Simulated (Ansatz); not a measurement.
Starting cell, Li (bcc, W type):

```xyz
2
Lattice="-3.4348 3.4348 3.4348 1.7174 -1.7174 1.7174 1.7174 1.7174 -1.7174" Properties=species:S:1:pos:R:3 pbc="T T T"
Li     0.0000     0.0000     0.0000
Li    -1.7174     1.7174     1.7174
```

A phonon eigenvector at N = (0.5, 0.0, 0.0) is frozen into this cell: atom i moves by Q times the vector below, so Q is the largest atomic displacement, in Å. The cell is held. (q is in reciprocal vectors of the primitive cell; the cell shown is doubled to hold the pattern.)

```tsv
atom	x	y	z
Li1	0.000	-0.707	-0.707
Li2	0.000	0.707	0.707
```

Calculation: PBE (plane waves to 420 eV, PAW, scalar-relativistic; Ansatz, an electronic-structure program). k mesh 19×19×19 (Γ-centred), Fermi-Dirac smearing 0.05 eV. The energy includes the smearing's −TS. With partly filled bands, energies and forces of such displacements shift with the k mesh and the smearing. Li was relaxed with its symmetry unable to fall. The PAW data are Ansatz's earlier set. The zero of ΔE is the undisplaced structure. The last digit holds for this mesh only.

| Q (Å) | ΔE (meV/cell) |
|---|---|
| -0.180 | withheld |
| -0.150 | 60.6 |
| -0.120 | 38.6 |
| -0.090 | 21.6 |
| -0.060 | 9.6 |
| -0.030 | 2.4 |
| 0.000 | 0.0 |
| 0.030 | 2.4 |
| 0.060 | 9.6 |
| 0.090 | 21.6 |
| 0.120 | 38.6 |
| 0.150 | 60.6 |
| 0.180 | withheld |

Question: Fit an even polynomial form (powers 2, 4) to the given rows and predict ΔE at Q = 0.180.

Answer: Least squares on the 11 given rows: ΔE = (2656)·Q² + (1672)·Q⁴, in meV/cell with Q in Å; root-mean-square residual 0.01 meV/cell. At 0.180 the fit gives 87.8 meV/cell; the calculation gives 87.7 meV/cell, so the extrapolation is off by 0.1 (+0.1 %). The quadratic term alone would give 86.1 meV/cell.

(For displaced atoms, the force is minus the slope of the energy, and its curvature is a force constant, which sets phonon frequencies.)
